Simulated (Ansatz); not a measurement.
MgO:
```xyz
2
Lattice="2.6251 0.0000 0.0000 0.0000 2.6251 0.0000 0.0000 0.0000 2.6251" Properties=species:S:1:pos:R:3 pbc="T T T"
Mg     0.0000     0.0000     0.0000
O      1.3126     1.3126     1.3126
```

Relaxed with r²SCAN. The program Ansatz at the r²SCAN level (PAW) gives a gap of 3.49 eV.

Q: What gap does HSE06 give on the same cell (Ansatz, PAW)?

A: 4.17 eV, 0.69 eV more. The hybrid was solved on a coarser mesh and at special points; its gap is the smallest among all of these.

```
k  v1 r²SCAN  c1 r²SCAN    v1 HSE06    c1 HSE06
-  ---------  ---------  ----------  ----------
Γ      -1.05       3.49       -1.09        4.17
R      -3.77       8.48  (withheld)  (withheld)
M       0.00       5.95  (withheld)  (withheld)
X      -0.58       8.04  (withheld)  (withheld)
```

Q: Top valence (v1) and lowest conduction level (c1) in eV from each method's valence maximum (which need not be a listed point): supply the withheld HSE06 values.

A: 
- R, v1 HSE06: -3.95
- R, c1 HSE06: 9.24
- M, v1 HSE06: 0.00
- M, c1 HSE06: 6.63
- X, v1 HSE06: -0.61
- X, c1 HSE06: 8.85

Cost on shared cores: the r²SCAN run (SCF on a 10×10×10 mesh, then bands and DOS) about 8 core-seconds (a rough figure), the HSE06 run (SCF on 8×8×8, then a few points) very roughly 28 core-seconds; the tasks are unlike.

Space group Pm-3m (CsCl type). This is a known high-pressure phase of the composition, computed here at zero pressure and temperature. The r²SCAN relaxation kept the symmetry of its start. At this level the phase is mechanically unstable.

Potentials: the earlier of the program's two PAW sets.
